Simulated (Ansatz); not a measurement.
CsPbCl3 (cubic perovskite)

```yaml
crystal:
  lattice:
    - [5.73565, 0.00000, 0.00000]
    - [0.00000, 5.73565, 0.00000]
    - [0.00000, 0.00000, 5.73565]
  atoms:
    - { symbol: Cs, position: [0.00000, 0.00000, 0.00000] }
    - { symbol: Pb, position: [0.50000, 0.50000, 0.50000] }
    - { symbol: Cl, position: [0.00000, 0.50000, 0.50000] }
    - { symbol: Cl, position: [0.50000, 0.50000, 0.00000] }
    - { symbol: Cl, position: [0.50000, 0.00000, 0.50000] }
```

In this cell atom 2 (Pb, nearest neighbour Cl at 2.868 Å; its periodic images, 5.7 Å or more away, move with it) is moved by u·(0.707, 0.707, 0.000) + v·(0.000, 0.000, 1.000); the rest is frozen.

All values below come from PBE (plane waves to 420 eV, PAW, scalar-relativistic; Ansatz, a first-principles code). k mesh 5×5×5 (Γ-centred), Fermi-Dirac smearing 0.05 eV. E stands for the smeared free energy. CsPbCl3 was relaxed with its symmetry unable to fall. Spin-orbit coupling is left out, though Pb is heavy. The PAW data are Ansatz's earlier set. This is a high-temperature form of CsPbCl3. The zero of ΔE is the undisplaced structure. Axes are in Å.

Task: Predict the ΔE (eV/cell) at all points of the grid u = -0.430, -0.215, 0.000, 0.215, 0.430 by v = -0.430, -0.215, 0.000, 0.215, 0.430.

Result: ΔE (eV/cell), with u across and v down:

```csv
v \ u,-0.430,-0.215,0.000,0.215,0.430
-0.430,0.517,0.355,0.315,0.355,0.517
-0.215,0.281,0.095,0.050,0.095,0.281
0.000,0.234,0.045,0.000,0.045,0.234
0.215,0.281,0.095,0.050,0.095,0.281
0.430,0.517,0.355,0.315,0.355,0.517
```

(For displaced atoms, the force is minus the slope of the energy, and its curvature is a force constant, which sets phonon frequencies.)
